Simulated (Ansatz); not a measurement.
Computed with Ansatz, DFT PBE, scalar-relativistic, plane waves, PAW. The screen uses 420 eV, coarse Γ-centred meshes (up to 0.6 Å⁻¹ on the start cell), Gaussian smearing of 0.2 eV, tolerances of 0.08 eV/Å and 0.8 GPa and 16 steps at most, with the symmetry of each start kept. No spin polarisation. Energies are free energies per atom, good to about 0.1 eV/atom between metallic cells, end volumes are rough, and groups of ends are read at 0.1 Å.

These relaxed cells of GaMo both derive from the bcc lattice, more or less distorted, and differ in how Ga and Mo are arranged on its sites.

Cell 1.

```
Ga Mo
1.0
     3.15849    0.00000    0.00000
     0.00000    3.15849    0.00000
     0.00000    0.00000   14.05734
Ga Mo
4 4
Cartesian
  0.0000 1.5792 3.8438
  1.5792 0.0000 10.2136
  1.5792 0.0000 5.8526
  0.0000 1.5792 8.2048
  1.5792 0.0000 13.2201
  0.0000 1.5792 0.8372
  1.5792 0.0000 2.2674
  0.0000 1.5792 11.7900
```

Cell 2.

```
Ga Mo
1.0
     3.12305    0.00000    0.00000
     0.00000    3.12305    0.00000
     0.00000    0.00000    3.12305
Ga Mo
1 1
Direct
  0.00000 0.00000 0.00000
  0.50000 0.50000 0.50000
```

Question: Which of the two orders is favoured, and by what margin per atom?

Answer: Cell 1 (P4/nmm) is lower; cell 2 (Pm-3m) lies about 0.14 eV/atom higher. Cell 1, 17.5 Å³/atom: Ga on its first site is surrounded by 4 Mo at 2.73 Å, 8 Ga at 3.00–3.16 Å and 1 Mo at 3.01 Å; Ga on its second site has 12 Ga at 3.00–3.24 Å and 1 Mo at 3.59 Å; around Mo on its first site lie 8 Mo at 2.65–2.79 Å, 1 Ga at 3.01 Å and 5 Mo at 3.10–3.16 Å; around Mo on its second site lie 4 Mo at 2.65 Å, 4 Ga at 2.73 Å, 5 Mo at 3.10–3.16 Å and 1 Ga at 3.59 Å. Cell 2, 15.2 Å³/atom: Ga is surrounded by 8 Mo at 2.70 Å and 6 Ga at 3.12 Å; Mo is surrounded by 8 Ga at 2.70 Å and 6 Mo at 3.12 Å.

Cells relaxed within their symmetry can be saddle points. Other orderings may lie lower. Some structure types and database cells were kept out of the candidates from the start, so a known form may be missing.
